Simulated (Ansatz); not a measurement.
## Bi$_{4}$Te$_{3}$: ideal shear of a crystal plane

All numbers below come from DFT PBEsol, scalar-relativistic, plane waves, PAW in Ansatz. Settings: plane waves to 420 eV, k-mesh 9×9×3 (Γ-centred), Gaussian smearing 0.03 eV. Spin–orbit coupling is left out, which matters for the heavy elements here. No spin polarisation. Energies are free energies at this smearing, counted from the undisturbed cell; pressure is positive in compression.

Reference structure (relaxed at this level; it needn't be the usual structure):

```xyz
7
Lattice="-4.4381 0.0000 0.0000 -2.2190 -3.8435 0.0000 2.2190 1.2812 13.8358" Properties=species:S:1:pos:R:3 pbc="T T T"
Bi   -3.0021   -1.7333   10.9266
Bi   -0.7831   -0.4521    6.9797
Bi   -0.7831   -0.4521    1.2041
Bi   -5.2212   -3.0145    2.8664
Te    1.4359    0.8290    8.9532
Te   -0.7831   -0.4521   12.6321
Te   -3.0021   -1.7333    5.2742
```

The cut lies on the cell's a–b face, a (0 0 1) plane (indices in the standard cell, whose axes needn't be the Cartesian ones shown) of area 17.06 Å², between layers 2.41 Å apart. Vector c is tilted by f times 1·a + 1·b (length 7.687 Å) with the atoms' Cartesian places fixed: one unrelaxed fault a cell. The traction is dγ/du, the slope of γ against the slip u in Å.

```
     f  γ (mJ/m²) traction (GPa)
0.0000          0             0.0
0.0833        145             5.1
0.1667        722            13.0
0.2500       1695            15.0
0.3333       2258             0.0
0.4167       1706           -14.6
0.5000        795           -11.6
0.5833        317            -3.7
0.6667        225             0.0
0.7500        241             0.0
0.8333        196            -1.5
0.9167         75            -2.0
```

Q: Read off the first barrier and the stress needed to climb it, and compare with Frenkel's sinusoid.

A: The first sampled maximum lies at f = 0.333, a slip of 2.56 Å, with γ ≈ 2258 mJ/m², which stands in for the unstable fault energy γ_us, and the steepest sampled slope before it is 15.0 GPa. A sinusoid γ = γ_us sin²(πu/λ) with its maximum there has λ = 5.12 Å and a largest slope πγ_us/λ = 13.8 GPa (1 mJ/m² per Å = 0.01 GPa). The stand-in is too high: a rotation axis of order three or more passes through this point, so the curvature is the same in every direction of the plane and the point is a peak of the γ-surface, which slip goes round.

Q: Is there a metastable fault on this line?

A: The samples dip to a local minimum of 225 mJ/m² at f = 0.667. If it survives relaxation and slip across the line, it is a planar fault that lets a dislocation split into partials, more widely the lower its energy (an antiphase boundary, where the slip puts unlike atoms in each other's places). Between this point and the perfect stacking at f = 1 the samples rise only to 241 mJ/m², so slip in the opposite sense meets a far lower barrier than the first maximum.

The cut is rigid; relaxing the faces lowers these energies and usually the stresses.

The gap closes along the scan, which can put kinks into the curve.

Cost: 12 runs of about 11 core-minutes in all, on Intel Xeon 6975P-C (Granite Rapids) (shared hosts).